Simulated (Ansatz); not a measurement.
ZnGeP2:
```yaml
crystal:
  lattice:
    - [-2.71225, 2.71225, 5.35461]
    - [2.71225, -2.71225, 5.35461]
    - [2.71225, 2.71225, -5.35461]
  atoms:
    - { symbol: Ge, position: [0.50000, 0.50000, 0.00000] }
    - { symbol: Ge, position: [0.25000, 0.75000, 0.50000] }
    - { symbol: Zn, position: [0.00000, 0.00000, 0.00000] }
    - { symbol: Zn, position: [0.75000, 0.25000, 0.50000] }
    - { symbol: P, position: [0.37500, 0.37667, 0.50167] }
    - { symbol: P, position: [0.62333, 0.12500, 0.99833] }
    - { symbol: P, position: [0.87500, 0.87333, 0.49833] }
    - { symbol: P, position: [0.12667, 0.62500, 0.00167] }
```

Cartesian axes are those of the cell as given.

Question: Give the proper piezoelectric stress tensor with relaxed ions from PBEsol in the plane-wave PAW code Ansatz.

Answer: In C/m², rows x, y, z, Voigt columns; mesh uncertainty up to 0.01.
```
 0.00   0.00   0.00  -0.04   0.00   0.00
 0.00   0.00   0.00   0.00  -0.04   0.00
 0.00   0.00   0.00   0.00   0.00  -0.08
```

The elastic tensor of the same run (GPa):

```
 131  59.0  60.1   0.0   0.0   0.0
59.0   131  60.1   0.0   0.0   0.0
60.1  60.1   130   0.0   0.0   0.0
 0.0   0.0   0.0  66.1   0.0   0.0
 0.0   0.0   0.0   0.0  66.1   0.0
 0.0   0.0   0.0   0.0   0.0  65.5
```

Question: Convert to strain constants d = e·S.

Answer: In pC/N:
```
 0.0   0.0   0.0  -0.6   0.0   0.0
 0.0   0.0   0.0   0.0  -0.6   0.0
 0.0   0.0   0.0   0.0   0.0  -1.3
```

Space group I-42d (chalcopyrite). The PBEsol relaxation kept the symmetry of its start.

Potentials: the later of the program's two PAW sets.
